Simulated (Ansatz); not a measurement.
Calculated 27Al NMR of the central transition for AlSeBr7

Cell: a structure deposited in the COD, its atoms then relaxed with PBE in this cell.

```xyz
18
Lattice="6.7070 0.0000 0.0000 0.0000 6.6390 0.0000 -2.7761 0.0000 14.0076" Properties=species:S:1:pos:R:3 pbc="T T T"
Al    2.3652    6.6452   11.7218
Al    3.7533   -0.0062    4.7180
Se   -0.0149    3.9591   -0.0460
Se   -1.4030    2.6799    6.9578
Br   -0.8969    2.6651   13.3769
Br    0.4912    3.9739    6.3731
Br    1.2403    5.6584    9.9373
Br    2.6284    0.9806    2.9335
Br    2.1653    2.3060   11.5950
Br    3.5534    4.3330    4.5912
Br    5.6025    2.5616    1.5086
Br    4.2145    4.0774    8.5124
Br    1.5054    5.8433   13.7372
Br    2.8934    0.7957    6.7335
Br    1.0295    5.4762    1.4626
Br   -0.3586    1.1628    8.4664
Br   -2.1256    5.9281   11.6485
Br   -0.7375    0.7109    4.6447
```

Atoms are numbered from 1 in the order listed; like atoms form one site, named after its first atom.

Method: Kohn–Sham DFT in Ansatz, PBE, plane waves and PAW, scalar-relativistic, 420 eV cutoff, Γ-centred 4×4×2 k-points, Fermi–Dirac smearing 0.02 eV.

27Al has I = 5/2 and Q = 146.6 mb (Pyykkö 2018); at 7.05 T its Larmor frequency is ν₀ = 78.3 MHz. Only the quadrupole interaction is simulated: positions count from each site's isotropic chemical shift, and J coupling is left out, as are shift anisotropy and dipolar coupling, which fast spinning averages.

Question: Simulate the second-order pattern (fast magic-angle spinning, Gaussian broadening 0.02 kHz) of site Al (4 Br at 2.31–2.33 Å).

Answer: The calculation gives C_Q = -1.52 MHz and η = 0.91, so ν_Q = 0.228 MHz and the centre of gravity lies at -2.89 ppm (-0.226 kHz).

| offset (kHz) | height |
| --- | --- |
| -0.5320 | 0 |
| -0.5139 | 1 |
| -0.4957 | 7 |
| -0.4776 | 15 |
| -0.4594 | 17 |
| -0.4413 | 18 |
| -0.4231 | 19 |
| -0.4050 | 20 |
| -0.3869 | 21 |
| -0.3687 | 22 |
| -0.3506 | 24 |
| -0.3324 | 26 |
| -0.3143 | 28 |
| -0.2962 | 35 |
| -0.2780 | 64 |
| -0.2599 | 94 |
| -0.2417 | 100 |
| -0.2236 | 88 |
| -0.2055 | 66 |
| -0.1873 | 54 |
| -0.1692 | 48 |
| -0.1510 | 43 |
| -0.1329 | 39 |
| -0.1147 | 36 |
| -0.0966 | 34 |
| -0.0785 | 32 |
| -0.0603 | 30 |
| -0.0422 | 29 |
| -0.0240 | 27 |
| -0.0059 | 19 |
| 0.0122 | 3 |
| 0.0304 | 0 |
